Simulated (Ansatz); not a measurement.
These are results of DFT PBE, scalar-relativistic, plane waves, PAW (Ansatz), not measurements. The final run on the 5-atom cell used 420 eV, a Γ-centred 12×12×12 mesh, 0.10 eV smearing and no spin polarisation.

Energies over the elements count from the elements' standard structures at the same level (N₂ as a molecule), with no fitted energy shifts.

Task: Propose a candidate for a tetragonal metal with formula Y₂Be₂N, with a formation energy near −0.62 eV/atom and about 17 Å³ per atom, in a cell of 5 atoms.

Result: Y₂Be₂N, space group I4/mmm (No. 139). Y is surrounded by 2 N at 2.41 Å, 4 Be at 2.90 Å, 4 Be at 3.10 Å and 6 Y at 3.41–3.57 Å; Be is surrounded by 1 N at 1.61 Å, 4 Y at 2.90 Å and 4 Y at 3.10 Å; N has 2 Be at 1.61 Å and 4 Y at 2.41 Å.

```
Y Be N
1.0
    -2.41164    2.41164    3.56506
     2.41164   -2.41164    3.56506
     2.41164    2.41164   -3.56506
Y Be N
2 2 1
Direct
  0.50000 0.00000 0.50000
  0.00000 0.50000 0.50000
  0.77362 0.77362 0.00000
  0.22638 0.22638 0.00000
  0.00000 0.00000 0.00000
```

| Item | Value |
| --- | --- |
| Volume per atom | 16.59 Å³ |
| Density | 4.20 g/cm³ |
| Formation energy | −0.62 eV/atom |
| Gap on the 12×12×12 mesh of the 5-atom cell | 0 eV (a metal) |

The cell was found from a structure generator's guess, not taken from experiment. Other answers may fit too; this one was computed.

Symmetry constrained the relaxation, so the result can be a saddle point.
